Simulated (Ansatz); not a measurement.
The start is a relaxed Mg cell displaced along its unstable phonon at q = (½, 0, 0) of its primitive reciprocal cell (55i cm⁻¹), largest move 0.15 Å. A full variable-cell relaxation at zero pressure is run with PBEsol (plane waves to 420 eV, PAW, scalar-relativistic; Ansatz, a first-principles code). First-step values are on the input's coarse k-mesh.

Ansatz input (later rounds restart from its end on a renewed k-mesh):
Ansatz 0.2 input:
```yaml
crystal:
  lattice:
    - [10.1293082122, 0.0000000001, 0]
    - [-2.5323270531, 4.3861191173, 0]
    - [0, 0, 3.0788793624]
  atoms:
    - { symbol: Mg, position: [0, 0, -0.0117012] }
    - { symbol: Mg, position: [0.5, 1, 0.0117012] }
    - { symbol: Mg, position: [0.1666666667, 0.6666666667, 0.4512809752] }
    - { symbol: Mg, position: [0.6666666667, 0.6666666667, 0.5487190248] }
    - { symbol: Mg, position: [0.3333333333, 0.3333333333, 0.5487190248] }
    - { symbol: Mg, position: [0.8333333333, 0.3333333333, 0.4512809752] }
basis: { ecutwfc: 420, ecutrho_ratio: 4, xc_grid: 2, fft_grid_basis: typed }
kpoints: { mp_grid: { grid: [4, 8, 11] } }
hamiltonian:
  xc: pbesol
  dispersion: none
  pseudopotentials: { azcp: { folder: ./paw }, kind: paw }
scf: { occupations: { method: fermi_dirac, width: 0.05 } }
relax: { f_tol: 0.01, max_steps: 100, cell: { stress_tol: 0.02 } }
output: { forces: true, stress: true }
```

Task: What is the largest force in the starting geometry, and on which atom (counted from 1)?

Result: 0.04 eV/Å, on Mg3, Mg4, Mg5, Mg6 (atoms numbered as listed).

Task: How much energy is released per atom?

Result: 0.04 eV/atom.

Task: How does the volume per atom move from start to end?

Result: -0.4 %, from 22.80 to 22.70 Å³/atom.

Task: Does it find its way back to the structure it was made from?

Result: It does not go back: it reaches Fm-3m (No. 225), fcc (Cu type), 0.04 eV/atom below the parent.

Task: How do the shortest distances between atoms change?

Result: The closest pairs of elements (up to four, under 3.6 Å), start → end: Mg–Mg 2.92 → 3.18 Å.

Task: Is the relaxed structure metallic? Give its gap.

Result: Zero (metallic).

Task: Write out the relaxed structure.

Result: 
Space group Fm-3m (No. 225); a = b = c = 4.494 Å, α = β = γ = 90.00°

| atom | site | symmetry | x | y | z |
|---|---|---|---|---|---|
| Mg | 4a | m-3m | 0.0000 | 0.0000 | 0.0000 |
(The calculation used a cell of 1 atom; values per cell refer to that cell.)

Final values are on a 20×20×20 k-mesh of the relaxed cell. No spin polarisation in the result.

The run could not lose the symmetry of its start, so the end can be a saddle point.

The relaxed structure here is a generated cell of Mg: the first start was made by placing the elements on the sites of a structure type, and the end was not matched to a known phase here, so it may be hypothetical. Known forms of Mg include space group No. 194.
